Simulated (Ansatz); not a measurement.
InRh (CsCl type, Pm-3m) at seven volumes, the program Ansatz at the r²SCAN level (PAW), scaled uniformly. One row is withheld.

| V (Å³/atom) | P (GPa) |
|---|---|
| 14.967 | 20.41 |
| 15.460 | 12.35 |
| 15.954 | 5.62 |
| 16.447 | 0.00 |
| 16.941 | -4.68 |
| 17.434 | -8.58 |
| 17.927 | ? |

Q: Fit the shown pressures and predict the withheld one.

A: P = (3/2)B₀(x^(7/2) − x^(5/2))[1 + (3/4)(B′ − 4)(x − 1)] with x = (V₀/V)^(2/3). Least squares on the six rows gives V₀ = 16.448 Å³/atom, B₀ = 171 GPa, B′ = 5.03. At V = 17.927, x = 0.9442 and P = -11.86 GPa. The run itself gave -11.81 GPa.

The workflow started from an entry of the Crystallography Open Database (COD). Its standing as an ambient phase is unchecked. The cell was relaxed with r²SCAN under the symmetry of its start; its stability against distortions is not shown here. No spin polarisation was allowed.

Potentials: the later of the program's two PAW sets.
